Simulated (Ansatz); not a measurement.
Clean, relaxed (111) surface of TiN, space group Fm-3m (No. 225) (top face towards +c; atoms held fixed, by place in the list: 1, 2, 3, 4):

```xyz
9
Lattice="2.9726 0.0000 0.0000 -1.4863 2.5744 0.0000 0.0000 0.0000 26.7086" Properties=species:S:1:pos:R:3 pbc="T T T"
N     0.0000    1.7162    8.5000
Ti    1.4863    0.8581    9.7136
N     0.0000    0.0000   10.9271
Ti    0.0000    1.7162   12.1407
N     1.4863    0.8581   13.3573
Ti    0.0000    0.0000   14.5865
N     0.0000    1.7162   15.7143
Ti    1.4863    0.8581   17.2193
N     0.0000    0.0000   17.9990
```

Level of theory: DFT PBEsol, scalar-relativistic, plane waves, PAW (Ansatz 0.2.0). Settings: cutoff 420 eV, Γ-centred mesh 12×12×1 on the computed 9-atom cell, Gaussian smearing of 0.10 eV; no spin polarisation. A dipole correction removes the field between periodic images along c.

The adsorption energy is E(slab + adsorbate) − E(slab) − E(free adsorbate, spin-polarised where open-shell). With the adsorbate the cell is lengthened along c to keep the vacuum.

Q: CO is put at the bridge (Ti-Ti) at (0.17, 0.33) site, one adsorbate per 7.7 Å². What structure does it relax to?

A: E_ads = -1.44 eV. Contacts: C–N 1.23 Å. Bonds within the adsorbate: C–O 1.17 Å.

```
CELL_PARAMETERS angstrom
2.97263 0.00000 0.00000
-1.48632 2.57437 0.00000
0.00000 0.00000 29.85857
ATOMIC_POSITIONS crystal
N 0.33333 0.66667 0.28468
Ti 0.66667 0.33333 0.32532
N 0.00000 0.00000 0.36596
Ti 0.33333 0.66667 0.40661
N 0.66677 0.33355 0.44742
Ti 0.99982 0.99964 0.48916
N 0.33314 0.66628 0.52910
Ti 0.66772 0.33545 0.56629
N 0.99005 0.98010 0.61206
C 0.06355 0.12711 0.65124
O 0.14547 0.29094 0.68773
```

Each end is the local minimum or symmetric point that its start leads to.

Spin polarisation was left out, and a magnetic state may lie lower.